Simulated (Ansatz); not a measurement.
**Structure relaxation, Be**

The start is a relaxed Be cell displaced along its unstable phonon at q = (½, 0, 0) of its primitive reciprocal cell (302i cm⁻¹), largest move 0.15 Å. The cell and all atomic positions are relaxed at zero pressure with PBEsol (plane waves to 420 eV, PAW, scalar-relativistic; Ansatz, a quantum-chemistry and plane-wave program). First-step values are on the input's coarse k-mesh.

Ansatz input (later rounds restart from its end on a renewed k-mesh):
Ansatz 0.2 input:
```yaml
crystal:
  lattice:
    - [4.2809717756, 0, 0]
    - [-1.0702429439, 1.8537151553, 0]
    - [0, 0, 2.4182194238]
  atoms:
    - { symbol: Be, position: [0, 0, 0.0620291106] }
    - { symbol: Be, position: [0.5, 0, -0.0620291106] }
basis: { ecutwfc: 420, ecutrho_ratio: 4, xc_grid: 2, fft_grid_basis: typed }
kpoints: { mp_grid: { grid: [17, 17, 13] } }
hamiltonian:
  xc: pbesol
  dispersion: none
  pseudopotentials: { azcp: { folder: ./paw }, kind: paw }
scf: { occupations: { method: fermi_dirac, width: 0.05 } }
relax: { f_tol: 0.01, max_steps: 100, cell: { stress_tol: 0.02 } }
output: { forces: true, stress: true }
```

Q: Which atoms feel the largest initial force, and how large is it?

A: 0.40 eV/Å, on Be1, Be2 (atoms numbered as listed).

Q: By how much does the energy per atom fall from start to end?

A: 0.41 eV/atom.

Q: How does the volume per atom move from start to end?

A: -18.8 %, from 9.60 to 7.79 Å³/atom.

Q: Is the relaxed structure metallic? Give its gap.

A: No gap (metallic).

Q: Give the final cell and atomic positions.

A: 
Space group Fm-3m (No. 225); a = 3.147 Å, b = 3.147 Å, c = 3.147 Å, α = 90.00°, β = 90.00°, γ = 90.00°

```
atom  site  symmetry       x       y       z
----  ----  --------  ------  ------  ------
Be      4a      m-3m  0.0000  0.0000  0.0000
```
(The calculation used a cell of 1 atom; values per cell refer to that cell.)

Final values are on a 25×25×25 k-mesh of the relaxed cell. No spin polarisation in the result.

The run could not lose the symmetry of its start: the end is stationary, and may be a saddle point rather than a minimum.

The relaxed structure here is a generated cell of Be: the first start was made by placing the elements on the sites of a structure type, and the end was not matched to a known phase here, so it may be hypothetical. Known forms of Be include space group No. 194.
